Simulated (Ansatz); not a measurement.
Given:

TaRe3:
```cif
data_Re3Ta
_chemical_formula_sum 'Re3 Ta1'
_space_group_name_H-M_alt 'P 1'
_space_group_IT_number 1
_cell_length_a 4.83637
_cell_length_b 4.83637
_cell_length_c 4.83637
_cell_angle_alpha 131.904
_cell_angle_beta 131.904
_cell_angle_gamma 70.381
loop_
_space_group_symop_operation_xyz
  'x, y, z'
loop_
_atom_site_label
_atom_site_type_symbol
_atom_site_fract_x
_atom_site_fract_y
_atom_site_fract_z
_atom_site_occupancy
Re1 Re 0.50000 0.50000 0.00000 1
Re2 Re 0.75000 0.25000 0.50000 1
Re3 Re 0.25000 0.75000 0.50000 1
Ta1 Ta 0.00000 0.00000 0.00000 1
```

This is the PBEsol-relaxed structure.

Problem. All from PBEsol in the plane-wave PAW code Ansatz, unless another level is named. Give the density of states at the Fermi level.

Solution. 0.96 states/eV per atom (mean over ±0.08 eV).

Problem. What about the formation energy from the elements (no fitted shifts)?

Solution. 0.10 eV/atom.

Space group I4/mmm. The cell is a constructed one: a structure type filled with these elements; neither database checked (COD, Materials Project) lists it. Whether it is the stable phase at ambient conditions was not checked. The PBEsol relaxation kept the symmetry of its start; its stability against distortions is not shown here. No spin polarisation was allowed. The references are the lowest solids computed at this level, not always the standard phases. Scalar-relativistic: spin–orbit coupling is off unless named, which matters more the heavier the elements.

Potentials: the earlier of the program's two PAW sets. The files were generated under PBE; for other functionals the program regenerates the frozen cores, and for LDA and PBEsol the local potential too.
